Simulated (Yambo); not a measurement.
```xyz
12
Lattice="4.2705 -2.6845 0.0000 4.2705 2.6845 0.0000 -0.6637 0.0000 8.1558" Properties=species:S:1:pos:R:3 pbc="T T T"
O      2.4348     0.0000     2.9867
O      5.4425     0.0000     5.1692
O      3.8899     1.2132     1.4708
O      3.9874    -1.2132     6.6850
O      3.9874     1.2132     6.6850
O      3.8899    -1.2132     1.4708
O      2.0054     0.0000     0.5619
O      5.8719     0.0000     7.5939
S      3.0213     0.0000     1.6514
S      4.8560     0.0000     6.5044
K     -0.3319     0.0000     4.0779
Sc     0.0000     0.0000     0.0000
```

Response from Yambo on norm-conserving PBEsol (Quantum ESPRESSO, 84 Ry, without SOC) bands: 4×4×2 mesh, 149 bands, 3 Ry local-field block, 0.2 eV broadening.

Problem. Give the static electronic dielectric constant without and with local fields along each axis.

Solution. 
```tsv
field along	ε(0), independent particles	ε(0), RPA with local fields	refractive index √ε
x	2.82	2.57	1.60
y	2.82	2.64	1.62
z	2.82	2.35	1.53
```
Electronic (clamped-ion) response only. PBEsol gaps are usually too small, which raises these values. Convergence of the RPA response with its 4×4×2 mesh was not tested. x, y and z are Cartesian axes of the cell as given.

Geometry of the Materials Project entry, not relaxed at this level.

The structure is a Materials Project entry; no match was found in the copy of COD used, and its stability was not checked.
